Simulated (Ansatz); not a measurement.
Ti (diamond, space group No. 227) at seven volumes, r²SCAN (plane waves, PAW; program Ansatz), scaled uniformly. One row is withheld.

| V (Å³/atom) | P (GPa) |
|---|---|
| 26.068 | 3.30 |
| 26.927 | ? |
| 27.786 | 1.06 |
| 28.646 | 0.01 |
| 29.505 | -0.96 |
| 30.365 | -1.84 |
| 31.224 | -2.61 |

Problem. Fit the shown pressures and predict the withheld one.

Solution. P = (3/2)B₀(x^(7/2) − x^(5/2))[1 + (3/4)(B′ − 4)(x − 1)] with x = (V₀/V)^(2/3). Least squares on the six rows gives V₀ = 28.655 Å³/atom, B₀ = 32.9 GPa, B′ = 1.51. At V = 26.927, x = 1.0423 and P = 2.13 GPa. The run itself gave 2.16 GPa.

Space group Fd-3m (diamond). The start of the workflow was typed in or built on a structure type; neither database checked (COD, Materials Project) lists it. It is not the phase usual at ambient conditions (space group No. 194). The cell was relaxed with r²SCAN under the symmetry of its start; its stability against distortions is not shown here. The final state is ferromagnetic, chosen from 4 collinear starts compared on coarse meshes (ties went to the first, and starts can fall back to one state), not a proven ground state. Other orbital occupations within this spin state were not tried.

Potentials: the later of the program's two PAW sets.
